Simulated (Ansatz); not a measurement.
With plane-wave PAW PBE (Ansatz code), BAs in the hexagonal phase (P6_422; B on 3c, As on 3d) relaxes to a = 3.459 Å, c = 7.481 Å. Its formation energy from the elements is 0.42 eV/atom, with no fitted shifts.

It is gapped at this level: 0.48 eV (indirect). The valence maximum lies at Γ and the conduction minimum at M (3 equivalent valleys). Gap from PBE with spin–orbit coupling: 0.47 eV (the band order may be inverted). Electrons at the band edge weigh 0.21, 0.33, 0.35 mₑ (principal values). The hole mass is 0.18, 0.45, 0.45 mₑ (principal values).

The bulk modulus is 136 GPa.

The start of the workflow was typed in or built on a structure type; neither database checked (COD, Materials Project) lists it. It is not the phase usual at ambient conditions (space group No. 216). The cell was relaxed with PBE under the symmetry of its start; whether a distortion lowers the energy is not shown. Its formation energy is positive at this level, so the cell may be metastable or incomplete. The references are the lowest solids computed at this level, not always the standard phases. Scalar-relativistic: spin–orbit coupling is off unless named, which matters more the heavier the elements.

Potentials: the earlier of the program's two PAW sets.
